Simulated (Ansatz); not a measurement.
**Property card for Fe**

Fe:
```xyz
2
Lattice="2.4073 0.0000 0.0000 -1.2036 2.0847 0.0000 0.0000 0.0000 3.8033" Properties=species:S:1:pos:R:3 pbc="T T T"
Fe     0.0000     1.3898     0.9508
Fe     1.2036     0.6949     2.8525
```

Space group P6_3/mmc (No. 194), hcp (Mg type); conventional cell a = b = 2.4073 Å, c = 3.8033 Å, α = β = 90.00°, γ = 120.00°.

Method: DFT-LDA in the program Ansatz with PAW potentials. Geometry: relaxed at this level of theory. Other levels are named where they apply.

Cell and energy:

```json
{
  "volume_per_atom": "9.54 Å³",
  "density": "9.72 g/cm³"
}
```

Electronic structure:

```json
{
  "electronic_character": "metallic (no gap)",
  "Density of states at the Fermi level": "1.1 states/eV per atom (mean over ±0.08 eV)"
}
```

Mechanics:

```json
{
 "Bulk modulus (Birch–Murnaghan fit)": "349 GPa",
 "Pressure derivative B′": "4.6",
 "Elastic constants (relaxed ions, GPa)": "C11 = 638, C12 = 214, C13 = 182, C33 = 713, C44 = 196",
 "mechanical_stability": "stable (all eigenvalues of C positive)",
 "hill_bulk_and_shear_moduli": "350 and 214 GPa",
 "Young's modulus": "532 GPa",
 "Poisson's ratio": "0.25",
 "debye_temperature_from_the_elastic_constants": "730 K"
}
```

Phonons:

```json
{
  "highest_zone_centre_frequency": "347 cm⁻¹",
  "zone_centre_stability": "no imaginary mode at Γ"
}
```

This is a known high-pressure phase of the composition, computed here at zero pressure and temperature. Symmetry was held in the LDA relaxation. No spin polarisation was allowed. As this level gives no gap, shear constants depend on the k-mesh and smearing (Fermi–Dirac, 0.1 eV here). As this level gives no gap, phonon frequencies hold no LO–TO term and depend on the k-mesh and smearing (Fermi–Dirac, 0.1 eV here). Axis ratios of metals converge slowly with the k-mesh, so a and c are less sure than the volume. On the denser mesh and wider smearing of the elastic run this cell carries a stress of 0.7 GPa.

Potentials: the later of the program's two PAW sets.
